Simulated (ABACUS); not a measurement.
Set-up for a self-consistent single point of Ti (P6/mmm, 3 atoms in the cell; from Materials Project mp-72, changed as shown).

```
CELL_PARAMETERS angstrom
      4.62747     0.00000     0.00000
     -2.31374     4.00751     0.00000
      0.00000     0.00000     2.86343
ATOMIC_POSITIONS crystal
  Ti 0.00000 0.00000 0.00000
  Ti 0.33333 0.66667 0.50000
  Ti 0.66667 0.33333 0.50000
```

All values come from this method and carry its errors: PBEsol, numerical atomic orbitals DZP (confined pseudo-atomic orbitals with Gaussian additions; energy shift 0.003 Ry), PseudoDojo 0.4 standard norm-conserving PBEsol (tails mended) pseudopotentials (ABACUS 3.10.1).

ABACUS settings:

| key | value |
|---|---|
| basis | DZP numerical atomic orbitals, energy shift 0.003 Ry |
| KPT | Gamma 6 6 7 0 0 0 |
| basis_type | lcao |
| ecutwfc | 100 Ry |
| smearing_method | mp |
| smearing_sigma | 0.0146997 Ry |
| potentials | PseudoDojo 0.4 standard norm-conserving PBEsol (tails mended) |
| symmetry | 1 |
| ks_solver | genelpa |
| scf_nmax | 100 |
| scf_thr | 1.0e-07 |
| mixing_type | broyden |
| mixing_beta | 0.4 |

Results:

- Number of valence electrons: 36
- Number of bands: 28
- Number of k-points after the program's reduction: 52
- Size of the basis: 78
- Number of SCF iterations: 12
- Free energy E − TS: -4840.6954 eV
- Fermi level (on the code's own zero): 12.90 eV
- Pressure: -6.95 GPa

Stress (GPa, positive for compression):
```
-6.73   0.00   0.00
 0.00  -6.73   0.00
 0.00   0.00  -7.39
```

For comparison: a first run was changed to give this one (volume scaled by 1.04), and from it to this one the free energy goes up by 21.4 meV/atom and the pressure goes from -3.00 to -6.95 GPa.

The atom-centred basis is finite, which shifts total energies and pressures against plane waves. The structure comes from a collection of computed structures, made at another level of theory; the collection holds predicted forms beside known ones. No clean gap shows at this smearing width and mesh (spacing up to 0.31 Å⁻¹); the mesh is coarse for partly filled bands, so the values carry mesh errors.

Cost on one core: roughly 2.2 core-minutes.

The atomic orbitals were generated for these runs; they are not ABACUS's published sets and were checked against plane waves on a few crystals only.

“Tails mended”: in these copies of the files the far tail of each local potential was reset to the Coulomb form.
